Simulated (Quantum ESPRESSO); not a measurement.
```xyz
3
Lattice="0.0000 3.5028 3.5028 3.5028 0.0000 3.5028 3.5028 3.5028 0.0000" Properties=species:S:1:pos:R:3 pbc="T T T"
Ca     5.2542     5.2542     5.2542
Ca     1.7514     1.7514     1.7514
Ge     7.0056     7.0056     7.0056
```

The PBEsol cell relaxed from Materials Project entry mp-1009755 was given an isotropic strain of -1.5 % on all lattice vectors, and the atoms were relaxed again.

Question: What does PBEsol (pw.x of Quantum ESPRESSO, ONCV potentials, scalar-relativistic) give for the electronic structure near the Fermi level?

Answer: The PBEsol gap is direct, 0.44 eV at X. Another valence extremum on the path lies within 0.02 eV, too close to call. Spin-orbit splittings are left out.

The structure is a Materials Project entry; no match was found in the copy of COD used, and its stability was not checked.
